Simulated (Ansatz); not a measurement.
The relaxed structure here is a generated cell of Te2Mo: the first start was made by placing the elements on the sites of a structure type, and the end was not matched to a known phase here, so it may be hypothetical. Known forms of Te2Mo include space group No. 194.

One stationary structure of Te₂Mo. Space group Pa-3 (No. 205). Method: PBE (plane waves to 420 eV, PAW, scalar-relativistic; Ansatz, an electronic-structure program).

```xyz
12
Lattice="6.6923 0.0000 0.0000 0.0000 6.6923 0.0000 0.0000 0.0000 6.6923" Properties=species:S:1:pos:R:3 pbc="T T T"
Mo     0.0000     0.0000     0.0000
Mo     3.3462     3.3462     0.0000
Mo     0.0000     3.3462     3.3462
Mo     3.3462     0.0000     3.3462
Te     2.4384     2.4384     2.4384
Te     5.7845     0.9078     4.2539
Te     4.2539     5.7845     0.9078
Te     0.9078     4.2539     5.7845
Te     4.2539     4.2539     4.2539
Te     0.9078     5.7845     2.4384
Te     2.4384     0.9078     5.7845
Te     5.7845     2.4384     0.9078
```

* **Volume per atom**: 24.98 Å³
* **Band gap**: no gap (metallic)
* **Shortest distances**: Mo–Te 2.76 Å; Te–Te 3.14 Å
* **k-mesh**: 6×6×6

Band energies at high-symmetry points (eV from the Fermi level; labels of this space group; no spin-orbit coupling), from −5 eV up to 3.1 eV:

| point | energies |
|---|---|
| Γ | -4.12 -4.12 -4.12 -4.01 -4.01 -4.01 -3.37 -3.37 -3.05 -3.05 -2.95 -2.95 -2.95 -1.87 -0.99 -0.99 -0.99 -0.75 -0.63 -0.63 -0.63 -0.28 -0.28 -0.13 -0.13 -0.13 0.11 0.59 0.59 0.59 1.64 1.64 1.64 1.99 1.99 1.99 |
| X | -4.59 -4.59 -4.57 -4.57 -3.76 -3.76 -3.49 -3.49 -2.88 -2.88 -2.77 -2.77 -2.38 -2.38 -2.13 -2.13 -1.58 -1.58 -0.92 -0.92 -0.20 -0.20 -0.12 -0.12 -0.04 -0.04 0.25 0.25 0.56 0.56 1.26 1.26 1.47 1.47 2.62 2.62 2.88 2.88 |
| M | -4.97 -4.97 -4.97 -4.97 -4.09 -4.09 -4.09 -4.09 -3.01 -3.01 -3.01 -3.01 -2.23 -2.23 -2.23 -2.23 -2.04 -2.04 -2.04 -2.04 -0.83 -0.83 -0.83 -0.83 0.00 0.00 0.00 0.00 0.14 0.14 0.14 0.14 1.59 1.59 1.59 1.59 2.85 2.85 2.85 2.85 |
| R | -4.94 -4.94 -4.94 -4.94 -3.52 -3.52 -3.52 -3.52 -3.41 -3.41 -3.41 -3.41 -1.91 -1.91 -1.91 -1.91 -1.41 -1.41 -1.41 -1.41 -1.31 -1.31 -1.31 -1.31 -0.74 -0.74 -0.74 -0.74 -0.21 -0.21 -0.21 -0.21 1.92 1.92 1.92 1.92 2.60 2.60 2.60 2.60 |
| X1 | -4.59 -4.59 -4.57 -4.57 -3.76 -3.76 -3.49 -3.49 -2.88 -2.88 -2.77 -2.77 -2.38 -2.38 -2.13 -2.13 -1.58 -1.58 -0.92 -0.92 -0.20 -0.20 -0.12 -0.12 -0.04 -0.04 0.25 0.25 0.56 0.56 1.26 1.26 1.47 1.47 2.62 2.62 2.88 2.88 |

No spin polarisation in the result. A magnetic state may lie lower.

The run could not lose the symmetry of its start: the end is stationary, and may be a saddle point rather than a minimum.
